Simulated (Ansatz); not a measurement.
MoN₂:
Space group P4/mbm (No. 127); a = b = 4.2643 Å, c = 2.7072 Å, α = β = γ = 90.00°

```tsv
atom	site	symmetry	x	y	z
Mo	2a	4/m..	0.0000	0.0000	0.0000
N	4h	m.2m	0.3876	0.1124	0.5000
```

Relaxed at zero pressure with the program Ansatz at the LDA level (PAW).

### Question
The volume is raised by 9 % and shape and atoms relax at that volume. What pressure results, and how do the axes share the change?

### Answer
-27.6 GPa; a 3.0 %, b 3.0 %, c 2.8 %; the energy rises by 69 meV/atom.

### Question
Give the new structure.

### Answer

Space group P4/mbm (No. 127); a = 4.3913 Å, b = 4.3913 Å, c = 2.7827 Å, α = 90.00°, β = 90.00°, γ = 90.00°

```tsv
atom	site	symmetry	x	y	z
Mo	2a	4/m..	0.0000	0.0000	0.0000
N	4h	m.2m	0.3898	0.1102	0.5000
```

The phase is kept; no other phase was compared at this pressure.

The workflow started from a Materials Project entry (that database holds measured and hypothetical structures alike); the Crystallography Open Database copy checked does not list it. Whether it is the stable phase at ambient conditions was not checked. The cell was relaxed with LDA under the symmetry of its start; of distortions, only those at the zone centre were tested. The run is not spin-polarised.

Potentials: the later of the program's two PAW sets.
